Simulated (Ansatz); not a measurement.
LiPb:
```xyz
2
Lattice="3.5448 0.0000 0.0000 0.0000 3.5448 0.0000 0.0000 0.0000 3.5448" Properties=species:S:1:pos:R:3 pbc="T T T"
Li     0.0000     0.0000     0.0000
Pb     1.7724     1.7724     1.7724
```

Relaxed with r²SCAN. Special points in fractions of this cell's reciprocal vectors: Γ (0.000, 0.000, 0.000); X (0.000, 0.500, 0.000); M (0.500, 0.500, 0.000); R (0.500, 0.500, 0.500).

**Question.** List the band energies nearest the Fermi level at these points for r²SCAN (plane waves, PAW; program Ansatz).

**Answer.** In eV from the Fermi level; about four levels below and three above (degenerate sets whole), none deeper than 8.9 eV; … stands for higher levels left out; points with the same levels are listed once.

| k | below | above |
|---|---|---|
| Γ | – | 2.39 2.39 2.39 |
| X | -4.28 | 4.73 4.73 6.58 |
| M | -7.63 -2.99 -2.99 | 2.52 6.70 9.28 |
| R | -5.92 -0.79 -0.79 -0.79 | … |

Space group Pm-3m (CsCl type). The workflow started from a Materials Project entry (that database holds measured and hypothetical structures alike); the Crystallography Open Database files this formula in space group No. 221, but the cells were not matched. Whether it is the stable phase at ambient conditions was not checked. The cell was relaxed with r²SCAN under the symmetry of its start; its stability against distortions is not shown here. Scalar-relativistic: spin–orbit coupling is off unless named, which matters more the heavier the elements.

Potentials: the later of the program's two PAW sets.
